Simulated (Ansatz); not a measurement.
Ni₃Ge (Cu3Au type, Pm-3m) at seven volumes, DFT-PBEsol in the program Ansatz with PAW potentials, scaled uniformly. One row is withheld.

| V (Å³/atom) | P (GPa) |
|---|---|
| 9.964 | 25.88 |
| 10.293 | 15.70 |
| 10.621 | 7.16 |
| 10.950 | -0.01 |
| 11.278 | -6.03 |
| 11.607 | ? |
| 11.935 | -15.29 |

Fit the shown pressures and predict the withheld one.

P = (3/2)B₀(x^(7/2) − x^(5/2))[1 + (3/4)(B′ − 4)(x − 1)] with x = (V₀/V)^(2/3). Least squares on the six rows gives V₀ = 10.949 Å³/atom, B₀ = 218 GPa, B′ = 4.83. At V = 11.607, x = 0.9618 and P = -11.05 GPa. The run itself gave -11.07 GPa.

The first step of the workflow began from a Materials Project structure, measured or hypothetical; the Crystallography Open Database copy checked does not list it. Its standing as an ambient phase is unchecked. The PBEsol relaxation kept the symmetry of its start; of distortions, only those at the zone centre were tested. No spin polarisation was allowed.

Potentials: the later of the program's two PAW sets.
